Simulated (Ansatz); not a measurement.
Hf:
```
Hf
1.0
    0.00000     3.27001     3.27001
    3.27001     0.00000     3.27001
    3.27001     3.27001     0.00000
Hf
2
Cartesian
  0.00000   0.00000   0.00000
  1.63501   1.63501   1.63501
```

Relaxed with PBE. Special points in fractions of this cell's reciprocal vectors: Γ (0.000, 0.000, 0.000); X (0.500, 0.000, 0.500); U (0.625, 0.250, 0.625); K (0.375, 0.375, 0.750); L (0.500, 0.500, 0.500); W (0.500, 0.250, 0.750).

**Question.** List the band energies nearest the Fermi level at these points for PBE with spin–orbit coupling in the plane-wave PAW code Ansatz.

**Answer.** In eV from the Fermi level; about four levels below and three above (degenerate sets whole), none deeper than 8.9 eV; points with the same levels are listed once.

| k | below | above |
|---|---|---|
| Γ | -0.30 -0.30 -0.30 -0.30 | 0.03 0.03 0.18 0.18 0.18 0.18 |
| X | -1.21 -1.21 -1.21 -1.21 | 0.34 0.34 0.34 0.34 |
| U | -0.81 -0.81 0.00 0.00 | 1.09 1.09 1.46 1.46 |
| L | -0.18 -0.18 -0.05 -0.05 | 0.17 0.17 0.24 0.24 |
| W | -1.19 -1.19 -1.15 -1.15 | 0.97 0.97 1.00 1.00 |

Space group Fd-3m (diamond). The start of the workflow was typed in or built on a structure type; neither database checked (COD, Materials Project) lists it. It is not the phase usual at ambient conditions (space group No. 194). The cell was relaxed with PBE under the symmetry of its start; whether a distortion lowers the energy is not shown. The run is not spin-polarised.

Potentials: the earlier of the program's two PAW sets.
